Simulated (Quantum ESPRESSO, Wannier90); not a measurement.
# InAs (zinc blende): Wannier90 run

Materials Project entry mp-20305; symmetrised, unrelaxed at this level. COD (Crystallography Open Database) has an entry of this formula and space group (matched by these alone). Method: PBEsol plane waves in Quantum ESPRESSO 7.5 (PseudoDojo norm-conserving files, 68 Ry, no spin polarisation, no spin-orbit coupling), Bloch states on a 10×10×10 mesh through Γ, Wannier90 4.0.1. Density: 10×10×10 mesh, cold smearing 0.01 Ry. Spin-orbit coupling is left out although heavy elements are present.

Input w.win:

```
num_bands = 15
num_wann = 8
exclude_bands = 1-10
num_iter = 0
conv_tol = 1.0e-6
conv_window = 4
dis_num_iter = 1000
dis_conv_tol = 1.0e-6
dis_froz_max = 9.06
write_hr = true
write_u_matrices = true
begin projections
In: s;p
As: s;p
end projections
begin unit_cell_cart
ang
    0.0000000000    3.0535600000    3.0535600000
    3.0535600000    0.0000000000    3.0535600000
    3.0535600000    3.0535600000    0.0000000000
end unit_cell_cart
begin atoms_frac
In   0.2500000000  0.2500000000  0.2500000000
As   0.0000000000  0.0000000000  0.0000000000
end atoms_frac
mp_grid = 10 10 10
begin kpoints
0.0000000000 0.0000000000 0.0000000000
0.0000000000 0.0000000000 0.1000000000
0.0000000000 0.0000000000 0.2000000000
... (997 more lines: the 10x10x10 mesh through Gamma)
end kpoints
```

On the energy scale of pw.x, whose zero is arbitrary, the Fermi level lies at 7.56 eV. Lines of w_hr.dat (R1 R2 R3 m n Re Im, eV) for R = 0 and one of the shortest lattice vectors, rounded to 0.01 eV, lines under 0.02 eV left out; orbitals in order: In1 s, In1 pz, In1 px, In1 py, As2 s, As2 pz, As2 px, As2 py.

```
    0    0    0    1    1     5.44     0.00
    0    0    0    5    1    -1.20     0.00
    0    0    0    6    1    -1.22     0.00
    0    0    0    7    1    -1.22     0.00
    0    0    0    8    1    -1.22     0.00
    0    0    0    2    2    11.11     0.00
    0    0    0    5    2     1.12     0.00
    0    0    0    6    2     0.15     0.00
    0    0    0    7    2     1.21     0.00
    0    0    0    8    2     1.21     0.00
    0    0    0    3    3    11.11     0.00
    0    0    0    5    3     1.12     0.00
    0    0    0    6    3     1.21     0.00
    0    0    0    7    3     0.15     0.00
    0    0    0    8    3     1.21     0.00
    0    0    0    4    4    11.11     0.00
    0    0    0    5    4     1.12     0.00
    0    0    0    6    4     1.21     0.00
    0    0    0    7    4     1.21     0.00
    0    0    0    8    4     0.15     0.00
    0    0    0    1    5    -1.20     0.00
    0    0    0    2    5     1.12     0.00
    0    0    0    3    5     1.12     0.00
    0    0    0    4    5     1.12     0.00
    0    0    0    5    5    -0.82     0.00
    0    0    0    1    6    -1.22     0.00
    0    0    0    2    6     0.15     0.00
    0    0    0    3    6     1.21     0.00
    0    0    0    4    6     1.21     0.00
    0    0    0    6    6     8.24     0.00
    0    0    0    1    7    -1.22     0.00
    0    0    0    2    7     1.21     0.00
    0    0    0    3    7     0.15     0.00
    0    0    0    4    7     1.21     0.00
    0    0    0    7    7     8.24     0.00
    0    0    0    1    8    -1.22     0.00
    0    0    0    2    8     1.21     0.00
    0    0    0    3    8     1.21     0.00
    0    0    0    4    8     0.15     0.00
    0    0    0    8    8     8.24     0.00
   -1    0    0    1    1    -0.08     0.00
   -1    0    0    2    1     0.06     0.00
   -1    0    0    3    1     0.08     0.00
   -1    0    0    4    1     0.06     0.00
   -1    0    0    5    1    -1.20     0.00
   -1    0    0    6    1     1.22     0.00
   -1    0    0    7    1    -1.22     0.00
   -1    0    0    8    1     1.22     0.00
   -1    0    0    1    2    -0.06     0.00
   -1    0    0    2    2     0.17     0.00
   -1    0    0    3    2    -0.11     0.00
   -1    0    0    4    2     0.13     0.00
   -1    0    0    5    2    -1.12     0.00
   -1    0    0    6    2     0.15     0.00
   -1    0    0    7    2    -1.21     0.00
   -1    0    0    8    2     1.21     0.00
   -1    0    0    1    3     0.08     0.00
   -1    0    0    2    3     0.11     0.00
   -1    0    0    3    3    -0.38     0.00
   -1    0    0    4    3     0.11     0.00
   -1    0    0    5    3     1.12     0.00
   -1    0    0    6    3    -1.21     0.00
   -1    0    0    7    3     0.15     0.00
   -1    0    0    8    3    -1.21     0.00
   -1    0    0    1    4    -0.06     0.00
   -1    0    0    2    4     0.13     0.00
   -1    0    0    3    4    -0.11     0.00
   -1    0    0    4    4     0.17     0.00
   -1    0    0    5    4    -1.12     0.00
   -1    0    0    6    4     1.21     0.00
   -1    0    0    7    4    -1.21     0.00
   -1    0    0    8    4     0.15     0.00
   -1    0    0    3    5    -0.05     0.00
   -1    0    0    5    5    -0.05     0.00
   -1    0    0    7    5    -0.09     0.00
   -1    0    0    2    6     0.04     0.00
   -1    0    0    3    6    -0.04     0.00
   -1    0    0    4    6     0.04     0.00
   -1    0    0    6    6     0.04     0.00
   -1    0    0    8    6    -0.03     0.00
   -1    0    0    3    7    -0.03     0.00
   -1    0    0    5    7    -0.09     0.00
   -1    0    0    7    7    -0.18     0.00
   -1    0    0    2    8     0.04     0.00
   -1    0    0    3    8    -0.04     0.00
   -1    0    0    4    8     0.04     0.00
   -1    0    0    6    8    -0.03     0.00
   -1    0    0    8    8     0.04     0.00
```
